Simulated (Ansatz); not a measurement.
Ti₂CuSb₃:
```
CELL_PARAMETERS angstrom
      3.78755     0.00000     0.00000
      0.00000     3.78755     0.00000
      0.00000     0.00000     8.25980
ATOMIC_POSITIONS crystal
  Sb 0.00000 0.50000 0.37393
  Sb 0.50000 0.00000 0.62607
  Ti 0.00000 0.50000 0.73622
  Ti 0.50000 0.00000 0.26378
  Sb 0.50000 0.50000 0.00000
  Cu 0.00000 0.00000 0.00000
```

Relaxed with r²SCAN.

**Question.** Give the Bader charges and basin volumes of the independent atoms, r²SCAN (plane waves, PAW; program Ansatz).

**Answer.** 

```csv
atom,Bader charge (e),Bader volume (Å³)
Sb1,-0.85,27.8
Ti3,+1.29,11.4
Sb5,-0.62,24.8
Cu6,-0.27,15.4
```

Space group P-4m2. The workflow started from an entry of the Crystallography Open Database (COD). Whether it is the stable phase at ambient conditions was not checked. The cell was relaxed with r²SCAN under the symmetry of its start; its stability against distortions is not shown here. The run is not spin-polarised. Spin–orbit coupling is left out wherever it is not named.

Potentials: the later of the program's two PAW sets.
